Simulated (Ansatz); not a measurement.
All numbers below come from Ansatz, DFT PBE, scalar-relativistic, plane waves, PAW. Settings: cutoff 420 eV, Γ-centred meshes spaced at most about 0.3 Å⁻¹, and about 0.25 Å⁻¹ or finer for metals (2π included), Gaussian smearing. Collinear spin in cells that started with moments and kept them past the coarse steps, no spin elsewhere.

All energies are static (0 K, no zero-point motion). All come from trial cells, and lower structures may exist.

Question: Order these relaxed structures of Fe₂Co₃ by energy, lowest first, with the energy over the lowest of them.
A.

```cif
data_structure
_symmetry_space_group_name_H-M 'P6_3/mmc'
_symmetry_Int_Tables_number 194
_cell_length_a 2.4853
_cell_length_b 2.4853
_cell_length_c 20.1754
_cell_angle_alpha 90.000
_cell_angle_beta 90.000
_cell_angle_gamma 120.000
_cell_volume 107.92
loop_
_atom_site_label
_atom_site_type_symbol
_atom_site_symmetry_multiplicity
_atom_site_Wyckoff_symbol
_atom_site_fract_x
_atom_site_fract_y
_atom_site_fract_z
_atom_site_occupancy
Fe1 Fe 4 f 0.33333 0.66667 0.54892 1
Co1 Co 4 f 0.33333 0.66667 0.14995 1
Co2 Co 2 d 0.66667 0.33333 0.25000 1
```

B.

```cif
data_structure
_symmetry_space_group_name_H-M 'P6_3/mmc'
_symmetry_Int_Tables_number 194
_cell_length_a 2.5023
_cell_length_b 2.5023
_cell_length_c 20.7831
_cell_angle_alpha 90.000
_cell_angle_beta 90.000
_cell_angle_gamma 120.000
_cell_volume 112.70
loop_
_atom_site_label
_atom_site_type_symbol
_atom_site_symmetry_multiplicity
_atom_site_Wyckoff_symbol
_atom_site_fract_x
_atom_site_fract_y
_atom_site_fract_z
_atom_site_occupancy
Fe1 Fe 4 f 0.33333 0.66667 0.94763 1
Co1 Co 2 d 0.33333 0.66667 0.75000 1
Co2 Co 4 f 0.33333 0.66667 0.15353 1
```

Answer: A (0 meV/atom), B (25 meV/atom). Forms: A Fe and Co ordered on hcp sites, P6_3/mmc, moments up to 1.7 μB; B Fe and Co ordered on hcp sites, P6_3/mmc, moments up to 2.5 μB. Counting all near atoms (those within 1.25 times the shortest distance at each site): A has Fe 12, Co 12; B has Fe 12, Co 12. Even the lowest lies +0.05 eV/atom against the elements.

The magnetic state reached may not be the lowest. Cells relaxed within their symmetry can be saddle points. Some structure types and database cells were kept out of the candidates from the start, so a known form may be missing.
